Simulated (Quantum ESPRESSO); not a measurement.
## NMR parameters of BaF$_{2}$ (changed cell)

```yaml
crystal:
  lattice:
    - [0.00000, 3.09730, 3.14399]
    - [3.09730, 0.00000, 3.14399]
    - [3.09730, 3.09730, 0.00000]
  atoms:
    - { symbol: Ba, position: [0.00000, 0.00000, 0.00000] }
    - { symbol: F, position: [0.25000, 0.25000, 0.25000] }
    - { symbol: F, position: [0.75000, 0.75000, 0.75000] }
```
The cell was made here from a computed Materials Project entry: strained by +1 % along the cube axis and by -0.5 % across it, atoms relaxed (PBE without dispersion, pw.x of a modified build of Quantum ESPRESSO, symmetry kept). The parent is BaF2 in Fm-3m. Stability against distortions was not tested.

Shieldings are absolute and leave out the bulk-susceptibility term; a larger σ means a smaller chemical shift. By our sweeps, such settings leave a few ppm in absolute σ on light atoms and up to some 20 ppm from Zn on. No spin–orbit coupling; Ba is the heaviest element present. Static lattice: thermal averaging is not included.

Ω = σ33 − σ11 of the symmetric part; where symmetry doesn't make it nil, it is less certain than σ_iso.

Task: What do the calculations give at each independent site (shieldings by PBE GIPAW on JTH datasets (Quantum ESPRESSO), 22.5 Ha, k-mesh 4×4×4 shifted, f-sum rule met within 0.001 %)?

Result: 
```
site            site symmetry  σ_iso (ppm)  span Ω (ppm)
--------------  -------------  -----------  ------------
Ba (atom 1)             4/mmm         5248            13
F (atoms 2, 3)           -4m2          145             4
```
